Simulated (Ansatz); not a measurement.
# Is this Ba4Er structure a true minimum?

The cell was found from a structure generator's guess, not taken from experiment.

These are results of DFT PBE, scalar-relativistic, plane waves, PAW, and for the lanthanide a 4f-in-core norm-conserving potential (Ansatz), not measurements. Settings: cutoff 770 eV, Γ-centred mesh 8×8×8 on the computed 5-atom cell, Gaussian smearing of 0.10 eV; no spin polarisation.

The cell below (5 atoms, space group I4/mmm (No. 139)) is relaxed within its symmetry.

```xyz
5
Lattice="-5.6508 5.6508 2.2262 5.6508 -5.6508 2.2262 5.6508 5.6508 -2.2262" Properties=species:S:1:pos:R:3 pbc="T T T"
Ba    8.2374    0.0000    0.0000
Ba    3.0643    0.0000    0.0000
Ba    0.0000    8.2374    0.0000
Ba    0.0000    3.0643    0.0000
Er    0.0000    0.0000    2.2262
```

For the test it was strained at random (σ = 1.5 % a component), the atoms were moved at random (σ = 0.05 Å), and all was relaxed again on a coarse 6×6×6 mesh (in the run’s order of axes) with 0.20 eV smearing, with no symmetry imposed.

Task: Is the structure stable against such a distortion?

Result: It doesn't return. The energy falls by 129 meV/atom on that mesh, the volume changes by -4.5 %, and the end has space group C2/m (No. 12) at a loose tolerance. Relaxed again on an 8×8×4 mesh with 0.10 eV smearing, the new structure lies 132 meV/atom below the first (mesh in the axes of the run's cell; the cell below is made exact in the group named). Space group I4/m (No. 87), tetragonal, a = 10.951 Å, c = 4.502 Å. Ba has 2 Er at 3.88 Å and 10 Ba at 4.31–4.50 Å; Er has 8 Ba at 3.88 Å and 2 Er at 4.50 Å.

```
CELL_PARAMETERS angstrom
-5.47528 5.47528 2.25098
5.47528 -5.47528 2.25098
5.47528 5.47528 -2.25098
ATOMIC_POSITIONS crystal
Ba 0.27571 0.91584 0.19155
Ba 0.72429 0.08416 0.80845
Ba 0.91584 0.72429 0.64013
Ba 0.08416 0.27571 0.35987
Er 0.50000 0.50000 0.00000
```

The lanthanide is trivalent by construction, without f bands, f moments or other valences.
